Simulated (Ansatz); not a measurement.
The elements of this relaxed trial crystal are hidden behind letters.

```
lattice vectors (Å)
   3.4154    0.0000    0.0000
  -1.7077    2.9578    0.0000
   0.0000    0.0000    8.6496
fractional positions
X 0.6667 0.3333 0.3374
Z 0.0000 0.0000 0.9854
Z 0.3333 0.6667 0.6860
Q 0.0000 0.0000 0.2138
Q 0.6667 0.3333 0.6134
Q 0.3333 0.6667 0.9139
```

Level of theory: DFT PBE, scalar-relativistic, plane waves, PAW (Ansatz). The final run on the 6-atom cell used 420 eV, a Γ-centred 12×12×4 mesh, 0.01 eV smearing and no spin polarisation.

| Quantity | Value |
| --- | --- |
| Space group | P3m1 (No. 156) |
| Conventional cell | a = 3.415 Å, c = 8.650 Å |
| Volume per atom | 14.56 Å³ |
| Density | 2.69 g/cm³ |
| Formation energy | −0.241 eV/atom |
| Gap on the 12×12×4 mesh of the 6-atom cell | 0.22 eV |

Energies are uncorrected and count from the elements' standard states at the same level.

**Question.** X is a p-block element of period 3, Z is a p-block element of period 2 and Q is a p-block element of period 3. Which elements are they?

**Answer.** X = Al, Z = B, Q = P, so the formula is AlB2P3. Density times volume gives a mean mass of 2.69 × 14.56/1.6605 = 23.6 u per atom, and this set has 23.6 u. Al is surrounded by 3 P at 2.24 Å and 1 P at 2.39 Å; B on its first site has 4 P at 1.98–2.07 Å; P on its first site has 1 B at 1.98 Å and 3 Al at 2.24 Å; 3 more sites not described. Other sets within the hints have nearly the same mass, so mass alone doesn't settle it; this one was computed.

Kohn–Sham gaps at this level usually fall short of measured ones. Symmetry constrained the relaxation, so the result can be a saddle point. Another cell of AlB2P3 relaxed alike, in I-4m2, lies 42 meV/atom lower, so this cell isn't the stable form at this level.
